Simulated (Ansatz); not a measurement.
## Zn4Se3S: stable or not

The structure comes from a generated guess, relaxed at this level; another structure or a mixture of phases may lie lower.

All numbers below come from Ansatz 0.2.0, DFT PBE, scalar-relativistic, plane waves, PAW. Plane waves to 420 eV, an 8×4×6 mesh through Γ for the 8-atom cell and 0.02 eV Gaussian smearing; no spin polarisation.

```
Zn Se S
1.0
     4.00154    0.00000    0.00000
     0.00000    8.00889    0.00000
     0.00000    0.00000    5.65693
Zn Se S
4 3 1
Cartesian
  0.0000 5.9323 5.6200
  2.0008 4.0044 2.9286
  0.0000 2.0766 5.6200
  2.0008 0.0000 2.7988
  2.0008 5.9652 1.4149
  2.0008 2.0437 1.4149
  0.0000 0.0000 4.2477
  0.0000 4.0044 4.2397
```

Energies over the elements count from the elements' standard structures at the same level, with no fitted energy shifts.

Question: These tests were run: energy against the elements; random kick, then relaxation without symmetry; phonons on a 2×1×1 q mesh; elastic tensor. What do they show?

Answer:

| test | result |
| --- | --- |
| energy against the elements | −0.735 eV/atom |
| random kick, then relaxation without symmetry | returns |
| phonons on a 2×1×1 q mesh | no imaginary mode on the mesh, but the interpolation dips to 10i cm⁻¹ between its points |
| elastic tensor | least eigenvalue 18 GPa |

It fails none of these tests. Whether a mixture of other phases lies lower isn't tested here.

The reference forms of S and Se are held partly by dispersion forces, which this level lacks. The kick test ran on a coarse mesh. The run for the phonons used an 8×4×6 k mesh. The run for the elastic tensor used an 8×4×6 k mesh.
